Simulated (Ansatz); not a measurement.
# Stress against strain in Ba$_{2}$Cd

```
CELL_PARAMETERS angstrom
-2.13600 2.13600 7.60000
2.13600 -2.13600 7.60000
2.13600 2.13600 -7.60000
ATOMIC_POSITIONS crystal
Ba 0.37000 0.37000 0.00000
Ba 0.63000 0.63000 0.00000
Cd 0.00000 0.00000 0.00000
```

Atom numbers follow the list: Ba1, Ba2, Cd3.

The cell is COD entry 1542138, as deposited and not checked against the literature; nothing was relaxed.

No spin–orbit coupling, which matters for the heavy atoms here.

The calculation used DFT, PBEsol, all-electron LAPW, scalar-relativistic in Ansatz 0.2.0.

Settings: a Γ-centred 14×14×14 k mesh, Fermi–Dirac smearing of 0.05 eV, basis error target 0.5 meV/atom, no spin polarisation.

The strain is applied along the Cartesian axes of the cell as listed (the other components stay zero). Fractional coordinates are held (clamped ions).

σ is the change of stress from the unstrained cell, which is at -0.82 GPa; tension is positive, so slopes are stress–strain coefficients at that pressure. In a metal the k mesh adds noise.

Only quantities that a quadratic follows smoothly over the whole series are listed; rougher ones are left out.

```
εxx = εyy  σzz (GPa)  σxx (GPa)
  -0.0200      -0.37      -0.79
  -0.0100      -0.17      -0.38
   0.0000       0.00       0.00
   0.0200       0.28       0.66
```

Fit the series and read off the stiffness at zero strain.

Least-squares fits y = p0 + p1 x + p2 x² to the rows give σzz (GPa): p1 = 16.2, p2 = -120; σxx (GPa): p1 = 36.3, p2 = -160. So C13 + C23 = 16 GPa and C11 + C12 = 36 GPa, for these axes.

One run, at εxx = εyy = 0.0100, is withheld. Predict its row.

The fits give 0.15, 0.35; the run gave 0.15, 0.35.
